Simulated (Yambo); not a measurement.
AgCl (rock salt, space group Fm-3m, No. 225), G0W0@PBEsol in Yambo with this input:

```
rim_cut
gw0
dyson
el_el_corr
HF_and_locXC
ppa
em1d
RandQpts= 1000000
RandGvec= 1 Ry
EXXRLvcs= 82 Ry
VXCRLvcs= 328 Ry
Chimod= "HARTREE"
% BndsRnXp
 5 | 100 |
%
NGsBlkXp= 10 Ry
% LongDrXp
 1.0 | 1.0 | 1.0 |
%
PPAPntXp= 27.2114 eV
% GbndRnge
 1 | 100 |
%
GTermKind= "BG"
DysSolver= "n"
ExtendOut
```

On a 4×4×4 mesh, with wavefunctions cut at 82 Ry, the gap (L → Γ) is 2.286 eV and the valence edge shifts by -1.129 eV.

Q: What happens with this change: 2 Ry block?

A: The gap falls by 0.073 eV, to 2.213 eV; the shift of the valence edge becomes -0.976 eV. Neither run is shown to be the converged limit.

Spin-orbit coupling is not included.

Geometry relaxed with PBEsol; primitive cell a = b = c = 3.852 Å, α = β = γ = 60.00°.

A shift is the quasiparticle energy of the state minus its PBEsol energy.
